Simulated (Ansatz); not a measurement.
AgW in space group Pmma (No. 51; W on 2e, Ag on 2f), r²SCAN in the plane-wave PAW code Ansatz, all energies at zero smearing, with the estimated change up to a 700 eV cutoff added, with one set of potentials and settings (totals compare only within such a set). Cell of 4 atoms (2 W, 2 Ag): -35999.581 eV.

```csv
element,reference phase,E (eV/atom)
W,"Im-3m, 1 atoms in the cell",-10397.2967
Ag,"R-3m, 3 atoms in the cell",-7603.9440
```

Formation energy per atom, worked out: (-35999.581 − 2×(-10397.2967) − 2×(-7603.9440))/4 = 0.725 eV/atom (70 kJ per mol of atoms), at 0 K, without zero-point energy or fitted corrections.

The start of the workflow was typed in or built on a structure type; neither database checked (COD, Materials Project) lists it. Its standing as an ambient phase is unchecked. The cell was relaxed with r²SCAN under the symmetry of its start; whether a distortion lowers the energy is not shown. The run is not spin-polarised. Its formation energy is positive at this level, so the cell may be metastable or incomplete. The references are the lowest solids computed at this level, not always the standard phases. Scalar-relativistic: spin–orbit coupling is off unless named, which matters more the heavier the elements.

Potentials: the later of the program's two PAW sets.
